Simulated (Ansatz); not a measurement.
Computed properties of Ca$_{3}$SiO

Ca₃SiO:
Space group Imma (No. 74); a = 6.583 Å, b = 9.309 Å, c = 6.603 Å, α = β = γ = 90.00°

```csv
atom,site,symmetry,x,y,z
Ca,4e,mm2,0.0000,0.2500,0.4658
Ca,8g,.2.,0.2500,0.5173,0.2500
Si,4e,mm2,0.0000,0.7500,0.0007
O,4b,2/m..,0.0000,0.0000,0.5000
```
(The calculation used a cell of 10 atoms; values per cell refer to that cell.)

Space group Imma (No. 74); conventional cell a = 6.5832 Å, b = 9.3090 Å, c = 6.6031 Å, α = 90.00°, β = 90.00°, γ = 90.00°.

Method: PBEsol in the plane-wave PAW code Ansatz. Geometry: relaxed at this level of theory. Other levels are named where they apply.

**Cell and energy**

- Volume per atom = 20.23 Å³
- Density = 2.70 g/cm³
- Formation energy from the elements (no fitted shifts) = -1.53 eV/atom

**Electronic structure**

Electronic character: no gap, with almost no states at the Fermi level (zero-gap or semimetallic)
Density of states at the Fermi level: 0.00 states/eV per atom (mean over ±0.08 eV)

**Mechanics**

* **Bulk modulus (Birch–Murnaghan fit)**: 645 kbar
* **Pressure derivative B′**: 4.3

**Phonons**

Highest zone-centre frequency: 387 cm⁻¹
Zone-centre stability: no imaginary mode at Γ

The workflow started from a Materials Project entry (that database holds measured and hypothetical structures alike); the Crystallography Open Database copy checked does not list it. COD files the formula under space group No. 62. Its standing as an ambient phase is unchecked. The PBEsol relaxation kept the symmetry of its start. As this level gives no gap, phonon frequencies hold no LO–TO term and depend on the k-mesh and smearing (Fermi–Dirac, 0.1 eV here). The references are the lowest solids computed at this level, not always the standard phases (solids in place of the gases).

Potentials: the later of the program's two PAW sets.
